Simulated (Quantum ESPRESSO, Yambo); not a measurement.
**Levels of theory for the gap of LuIO monolayer**

A free-standing LuIO monolayer (symmetry P4/nmm, slab cell 20.8 Å high): one geometry, one set of PBEsol (Quantum ESPRESSO, PseudoDojo norm-conserving, 100 Ry, no spin-orbit coupling) orbitals, self-energies from Yambo (4×4×1 Γ-centred k mesh, bands 3 to 166 and a 6 Ry block in the screening, 166 bands in G with the Bruneval-Gonze terminator, plasmon pole fitted at 27.2 eV, slab-truncated Coulomb interaction, stochastic integration of W near q = 0).

The layer was cut from Materials Project entry mp-973585 and relaxed with PBEsol in a cell 20.8 Å high, with the Coulomb interaction truncated along z.

```json
[
 {"level": "PBEsol (Quantum ESPRESSO)", "gap X → M (eV)": "3.22", "direct gap at Γ (eV)": "3.64", "rough Yambo cost": "–"},
 {"level": "exchange only (Hartree-Fock self-energy on PBEsol orbitals)", "gap X → M (eV)": "9.76", "direct gap at Γ (eV)": "11.00", "rough Yambo cost": "about 1/10 (6 states)"},
 {"level": "G0W0@PBEsol, plasmon pole", "gap X → M (eV)": "5.00", "direct gap at Γ (eV)": "5.59", "rough Yambo cost": "1 (6 states)"}
]
```

Bare exchange has no screening and gives the widest gap.

Costs are rough ratios of core time on shared machines.

Nearest settings tried, and what they do to the gap: 113 bands in G: -12 meV; 89 bands in W: -2 meV; 5 Ry block (393 vectors against 495): -62 meV. Not varied: mesh, cell height. So the settings aren't converged at that level.

Without spin-orbit coupling, band edges of such heavy elements can be off by tenths of an eV. The 4f states are in the valence at their DFT position.

This is a model layer cut from the bulk structure; whether it is stable on its own was not checked.
